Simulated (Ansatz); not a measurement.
LaSi2Ni2:
```
CELL_PARAMETERS angstrom
     -2.05019     2.05019     4.84215
      2.05019    -2.05019     4.84215
      2.05019     2.05019    -4.84215
ATOMIC_POSITIONS crystal
  La 0.00000 0.00000 0.00000
  Si 0.63501 0.63501 0.00000
  Si 0.36499 0.36499 0.00000
  Ni 0.25000 0.75000 0.50000
  Ni 0.75000 0.25000 0.50000
```

This is the r²SCAN-relaxed structure.

Q: All from the program Ansatz at the r²SCAN level (PAW), unless another level is named. Give the electronic character.

A: metallic (no gap).

Q: What about the formation energy from the elements (no fitted shifts)?

A: -0.78 eV/atom.

Q: Give the density of states at the Fermi level.

A: 0.63 states/eV per atom (mean over ±0.08 eV).

Space group I4/mmm. The first step of the workflow began from a Materials Project structure, measured or hypothetical; the Crystallography Open Database files this formula in space group No. 139, but the cells were not matched. Whether it is the stable phase at ambient conditions was not checked. Symmetry was held in the r²SCAN relaxation; whether a distortion lowers the energy is not shown. The run is not spin-polarised. The references are the lowest solids computed at this level, not always the standard phases. Spin–orbit coupling is left out wherever it is not named.

Potentials: the earlier of the program's two PAW sets.
